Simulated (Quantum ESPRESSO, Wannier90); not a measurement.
**Wannier functions of ZnCdO2 (P3m1)**

Materials Project entry mp-1215505; symmetrised, unrelaxed at this level. Not found in the COD (Crystallography Open Database) copy used; not checked further. Computed values, not measurements, from PBEsol: Quantum ESPRESSO (norm-conserving PseudoDojo potentials, cutoff 82 Ry, spinors with spin-orbit coupling) on a Γ-centred 6×6×4 mesh, then Wannier90. Density: 12×12×6 mesh, Gaussian smearing 0.01 Ry.

On the energy scale of pw.x, whose zero is arbitrary, the Fermi level lies at 8.61 eV.

Input w.win:

```
num_bands = 2
num_wann = 2
exclude_bands = 1-4,7-96
spinors = true
num_iter = 1000
conv_tol = 1.0e-6
conv_window = 4
write_hr = true
write_u_matrices = true
auto_projections = true
begin unit_cell_cart
ang
    3.4464300293    0.0000000000    0.0000000000
   -1.7232150146    2.9846959577    0.0000000000
    0.0000000000    0.0000000000    5.7052700000
end unit_cell_cart
begin atoms_frac
Zn   0.0000000000  0.0000000000 -0.0030600000
Cd  -0.3333333333  0.3333333333  0.4904400000
O   -0.3333333333  0.3333333333  0.0979900000
O    0.0000000000  0.0000000000 -0.3493700000
end atoms_frac
mp_grid = 6 6 4
begin kpoints
0.0000000000 0.0000000000 0.0000000000
0.0000000000 0.0000000000 0.2500000000
0.0000000000 0.0000000000 0.5000000000
... (141 more lines: the 6x6x4 mesh through Gamma)
end kpoints
```

Input of pw2wannier90.x that gives the overlap and projection files (equivalent; here they were cut from one run over all bands):

```
&inputpp
  outdir = './out'
  prefix = 'pwscf'
  seedname = 'w'
  write_amn = .true.
  write_mmn = .true.
  scdm_proj = .true.
  scdm_entanglement = 'isolated'
/
```

Output w.wout (banner and timings cut):

```
                                    ------
                                    SYSTEM
                                    ------

                              Lattice Vectors (Ang)
                    a_1     3.446430   0.000000   0.000000
                    a_2    -1.723215   2.984696   0.000000
                    a_3     0.000000   0.000000   5.705270

                   Unit Cell Volume:      58.68752  (Ang^3)

                        Reciprocal-Space Vectors (Ang^-1)
                    b_1     1.823100   1.052567  -0.000000
                    b_2     0.000000   2.105134   0.000000
                    b_3     0.000000  -0.000000   1.101295

 *----------------------------------------------------------------------------*
 |   Site       Fractional Coordinate          Cartesian Coordinate (Ang)     |
 +----------------------------------------------------------------------------+
 | zn   1   0.00000   0.00000  -0.00306   |    0.00000   0.00000  -0.01746    |
 | cd   1  -0.33333   0.33333   0.49044   |   -1.72322   0.99490   2.79809    |
 | o    1  -0.33333   0.33333   0.09799   |   -1.72322   0.99490   0.55906    |
 | o    2   0.00000   0.00000  -0.34937   |    0.00000   0.00000  -1.99325    |
 *----------------------------------------------------------------------------*
                                ------------
                                K-POINT GRID
                                ------------

             Grid size =  6 x  6 x  4      Total points =  144

 *---------------------------------- MAIN ------------------------------------*
 |  Number of Wannier Functions               :                 2             |
 |  Number of Objective Wannier Functions     :                 2             |
 |  Number of input Bloch states              :                 2             |
 |  Output verbosity (1=low, 5=high)          :                 1             |
 |  Timing Level (1=low, 5=high)              :                 1             |
 |  Optimisation (0=memory, 3=speed)          :                 3             |
 |  Length Unit                               :               Ang             |
 |  Post-processing setup (write *.nnkp)      :                 F             |
 |  Using Gamma-only branch of algorithms     :                 F             |
 *----------------------------------------------------------------------------*
 *------------------------------- WANNIERISE ---------------------------------*
 |  Total number of iterations                :              1000             |
 |  Number of CG steps before reset           :                 5             |
 |  Trial step length for line search         :             2.000             |
 |  Convergence tolerence                     :         0.100E-05             |
 |  Convergence window                        :                 4             |
 |  Iterations between writing output         :                 1             |
 |  Iterations between backing up to disk     :               100             |
 |  Write r^2_nm to file                      :                 F             |
 |  Write xyz WF centres to file              :                 F             |
 |  Write on-site energies <0n|H|0n> to file  :                 F             |
 |  Use guiding centre to control phases      :                 F             |
 |  Use phases for initial projections        :                 F             |
 *----------------------------------------------------------------------------*
 *-------------------------------- PLOTTING ----------------------------------*
 |  Plotting Hamiltonian in WF basis          :                 T             |
 *----------------------------------------------------------------------------*

       ... (k-mesh section left out)

 Starting a new Wannier90 calculation ...

 Reading overlaps from w.mmn

 Reading projections from w.amn

 *------------------------------- WANNIERISE ---------------------------------*
 +--------------------------------------------------------------------+<-- CONV
 | Iter  Delta Spread     RMS Gradient      Spread (Ang^2)            |<-- CONV
 +--------------------------------------------------------------------+<-- CONV

 ------------------------------------------------------------------------------
 Initial State
  WF centre and spread    1  (  0.000000, -0.000000, -0.017376 )     0.18278334
  WF centre and spread    2  ( -0.000000,  0.000000, -0.017376 )     0.18278335
  Sum of centres and spreads ( -0.000000,  0.000000, -0.034752 )     0.36556669

      0     0.366E+00     0.0000000000        0.3655666889  <-- CONV
        O_D=      0.0000000 O_OD=      0.0000000 O_TOT=      0.3655667 <-- SPRD
 ------------------------------------------------------------------------------
      1    -0.787E-08     0.0000735137        0.3655666810  <-- CONV
        O_D=      0.0000000 O_OD=      0.0000000 O_TOT=      0.3655667 <-- SPRD
      2    -0.591E-08     0.0000801331        0.3655666751  <-- CONV
        O_D=      0.0000000 O_OD=      0.0000000 O_TOT=      0.3655667 <-- SPRD
      3    -0.654E-09     0.0000340920        0.3655666744  <-- CONV
        O_D=      0.0000000 O_OD=      0.0000000 O_TOT=      0.3655667 <-- SPRD
      4    -0.665E-10     0.0000093828        0.3655666744  <-- CONV
        O_D=      0.0000000 O_OD=      0.0000000 O_TOT=      0.3655667 <-- SPRD
             <<<     Delta < 1.000E-06  over  4 iterations     >>>
             <<< Wannierisation convergence criteria satisfied >>>
 Final State
  WF centre and spread    1  ( -0.000000, -0.000000, -0.017376 )     0.18278334
  WF centre and spread    2  ( -0.000000,  0.000000, -0.017376 )     0.18278334
  Sum of centres and spreads ( -0.000000,  0.000000, -0.034752 )     0.36556667

         Spreads (Ang^2)       Omega I      =     0.365566674
        ================       Omega D      =     0.000000000
                               Omega OD     =     0.000000000
    Final Spread (Ang^2)       Omega Total  =     0.365566674
```
